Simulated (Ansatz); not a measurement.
**SiB2: relaxation (Ansatz)**

The input file (Ansatz 0.2.0, plane waves):

```yaml
crystal:
  lattice:
    - [1.48639, 2.5745, 0.0]
    - [-1.48639, 2.5745, 0.0]
    - [0.0, 0.0, 7.665673]
  atoms:
    - { symbol: Si, position: [0.3333, 0.3334, 0.25] }
    - { symbol: Si, position: [0.6666, 0.6667, 0.75] }
    - { symbol: B, position: [0.3333, 0.3334, 0.548] }
    - { symbol: B, position: [0.6666, 0.6667, 0.048] }
    - { symbol: B, position: [0.3333, 0.3334, 0.952] }
    - { symbol: B, position: [0.6667, 0.6667, 0.452] }
  symmetry: { tolerance: 0.0003 }
kpoints:
  mp_grid: { grid: [6, 6, 4], shift: [0, 0, 0] }
magnetization:
  spin_polarized: false
scf:
  occupations: { method: fermi_dirac, width: 0.0166 }
  lower_state_search: "off"
hamiltonian:
  pseudopotentials: { kind: paw }
  xc: lda
basis:
  ecutwfc: 420
  fft_grid_basis: typed
relax:
  max_steps: 60
  cell: { p_target: 0.0 }
  f_tol: 0.03
output:
  forces: true
  stress: true
  eigenvalues: true
  bader: true
  populations: true
  elf: true
  write_potential: true
  volumetric_format: npy
  dos:
    e_range: [-12, 8]
    de: 0.05
    projected: { site_lists: { B: [B], Si: [Si] } }
checkpoint:
  read: saved_state
```

Run with:

```bash
ansatz run input.yaml --threads 2 --pin off --max-ram 3584MiB --backend cpu --events-out ev --progress --plain --runs-dir out
```

Origin of the cell: a known structure type with other elements, at an estimated volume, so it need not be a known compound.

The saved state is a converged single point of the same cell.

Steps («new basis» is an SCF on plane waves selected anew at the same cell):

```json
{"step": "1", "ΔF (meV/atom)": "0.0", "max force component (eV/Å)": "2.157", "P (GPa)": "-18.35", "volume (Å³)": "58.67", "SCF iterations": "6", "step was": "accepted"}
{"step": "2", "ΔF (meV/atom)": "-156.1", "max force component (eV/Å)": "1.594", "P (GPa)": "-11.70", "volume (Å³)": "56.20", "SCF iterations": "6", "step was": "accepted"}
{"step": "3", "ΔF (meV/atom)": "-206.4", "max force component (eV/Å)": "0.339", "P (GPa)": "3.77", "volume (Å³)": "53.28", "SCF iterations": "6", "step was": "accepted"}
{"step": "4", "ΔF (meV/atom)": "-228.4", "max force component (eV/Å)": "0.090", "P (GPa)": "2.60", "volume (Å³)": "53.05", "SCF iterations": "6", "step was": "accepted"}
{"step": "5", "ΔF (meV/atom)": "-232.5", "max force component (eV/Å)": "0.078", "P (GPa)": "-0.78", "volume (Å³)": "54.12", "SCF iterations": "6", "step was": "accepted"}
{"step": "6", "ΔF (meV/atom)": "-232.7", "max force component (eV/Å)": "0.005", "P (GPa)": "-0.01", "volume (Å³)": "53.97", "SCF iterations": "6", "step was": "accepted"}
{"step": "7", "ΔF (meV/atom)": "-232.7", "max force component (eV/Å)": "0.000", "P (GPa)": "0.00", "volume (Å³)": "53.96", "SCF iterations": "7", "step was": "accepted"}
{"step": "8", "ΔF (meV/atom)": "-232.1", "max force component (eV/Å)": "0.001", "P (GPa)": "-0.06", "volume (Å³)": "53.96", "SCF iterations": "6", "step was": "new basis"}
{"step": "9", "ΔF (meV/atom)": "-232.1", "max force component (eV/Å)": "0.001", "P (GPa)": "-0.01", "volume (Å³)": "53.95", "SCF iterations": "6", "step was": "accepted"}
{"step": "10", "ΔF (meV/atom)": "-232.1", "max force component (eV/Å)": "0.001", "P (GPa)": "-0.01", "volume (Å³)": "53.95", "SCF iterations": "7", "step was": "new basis"}
```

Step 1, with forces in eV/Å:

```xyz
6
Lattice="1.486 2.575 0.000 -1.486 2.575 0.000 0.000 0.000 7.666" Properties=species:S:1:pos:R:3:forces:R:3 pbc="T T T" step=1
Si    0.000    1.716    1.916    0.000    0.000    0.000
Si    0.000    3.433    5.749    0.000    0.000    0.000
B     0.000    1.716    4.201    0.000    0.000   -2.157
B     0.000    3.433    0.368    0.000    0.000   -2.157
B     0.000    1.716    7.298    0.000    0.000    2.157
B     0.000    3.433    3.465    0.000    0.000    2.157
```

Step 2, with forces in eV/Å:

```xyz
6
Lattice="1.492 2.584 0.000 -1.492 2.584 0.000 0.000 0.000 7.290" Properties=species:S:1:pos:R:3:forces:R:3 pbc="T T T" step=2
Si    0.000    1.722    1.823    0.000    0.000    0.000
Si    0.000    3.445    5.468    0.000    0.000    0.000
B     0.000    1.722    3.949    0.000    0.000   -1.594
B     0.000    3.445    0.304    0.000    0.000   -1.594
B     0.000    1.722    6.986    0.000    0.000    1.594
B     0.000    3.445    3.341    0.000    0.000    1.594
```

Step 3, with forces in eV/Å:

```xyz
6
Lattice="1.491 2.583 0.000 -1.491 2.583 0.000 0.000 0.000 6.914" Properties=species:S:1:pos:R:3:forces:R:3 pbc="T T T" step=3
Si    0.000    1.722    1.729    0.000    0.000    0.000
Si    0.000    3.444    5.186    0.000    0.000    0.000
B     0.000    1.722    3.662    0.000    0.000    0.339
B     0.000    3.444    0.205    0.000    0.000    0.339
B     0.000    1.722    6.709    0.000    0.000   -0.339
B     0.000    3.444    3.252    0.000    0.000   -0.339
```

Step 4, with forces in eV/Å:

```xyz
6
Lattice="1.459 2.528 0.000 -1.459 2.528 0.000 0.000 0.000 7.192" Properties=species:S:1:pos:R:3:forces:R:3 pbc="T T T" step=4
Si    0.000    1.685    1.798    0.000    0.000    0.000
Si    0.000    3.370    5.394    0.000    0.000    0.000
B     0.000    1.685    3.795    0.000    0.000   -0.090
B     0.000    3.370    0.199    0.000    0.000   -0.090
B     0.000    1.685    6.992    0.000    0.000    0.090
B     0.000    3.370    3.396    0.000    0.000    0.090
```

Step 5, with forces in eV/Å:

```xyz
6
Lattice="1.477 2.558 0.000 -1.477 2.558 0.000 0.000 0.000 7.164" Properties=species:S:1:pos:R:3:forces:R:3 pbc="T T T" step=5
Si    0.000    1.705    1.791    0.000    0.000    0.000
Si    0.000    3.410    5.373    0.000    0.000    0.000
B     0.000    1.705    3.781    0.000    0.000   -0.078
B     0.000    3.410    0.199    0.000    0.000   -0.078
B     0.000    1.705    6.965    0.000    0.000    0.078
B     0.000    3.410    3.383    0.000    0.000    0.078
```

Step 10, with forces in eV/Å:

```xyz
6
Lattice="1.475 2.555 0.000 -1.475 2.555 0.000 0.000 0.000 7.156" Properties=species:S:1:pos:R:3:forces:R:3 pbc="T T T" step=10
Si    0.000    1.703    1.789    0.000    0.000    0.000
Si    0.000    3.407    5.367    0.000    0.000    0.000
B     0.000    1.703    3.774    0.000    0.000    0.001
B     0.000    3.407    0.196    0.000    0.000    0.001
B     0.000    1.703    6.961    0.000    0.000   -0.001
B     0.000    3.407    3.383    0.000    0.000   -0.001
```

- Free energy lowered by: 232.1 meV/atom
- Volume change: -8.05 %
- Final pressure: -0.01 GPa
- Relaxation steps listed: 10

Caveats: the k mesh is coarse if the cell is a metal; the relaxation held the start's symmetry, so the end may be a saddle point.

Time: 74 s on 2 threads of Arm Neoverse N1, on a shared host, peak memory 0.37 GiB, from a saved density.
